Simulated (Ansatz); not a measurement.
The start is a relaxed MgO cell with every coordinate shifted by Gaussian noise of σ = 0.3 Å. A full variable-cell relaxation at zero pressure is run with PBE (plane waves to 420 eV, PAW, scalar-relativistic; Ansatz, a first-principles code). The first steps use a coarse 9×9×9 k-mesh.

Initial structure:
```yaml
crystal:
  lattice:
    - [0.00000, 2.12722, 2.12722]
    - [2.12722, 0.00000, 2.12722]
    - [2.12722, 2.12722, 0.00000]
  atoms:
    - { symbol: O, position: [0.03395, 0.88838, 0.12863] }
    - { symbol: Mg, position: [0.60103, 0.61526, 0.30308] }
```

### Question
What pressure does the first self-consistent step give?

### Answer
+58.5 GPa (positive: the cell is compressed).

### Question
How much energy is released per atom?

### Answer
1.06 eV/atom.

### Question
Is the parent structure recovered?

### Answer
It relaxes back to the parent, Fm-3m (No. 225).

### Question
How do the shortest distances between atoms change?

### Answer
The closest pairs of elements (up to four, under 3.6 Å), start → end: Mg–O 1.61 → 2.13 Å; Mg–Mg 3.01 → 3.01 Å; O–O 3.01 → 3.01 Å.

### Question
What band gap does the relaxed structure have at this level?

### Answer
4.46 eV, direct at Γ (no spin-orbit coupling).

Final values are on a 13×13×13 k-mesh of the relaxed cell. No spin polarisation in the result.
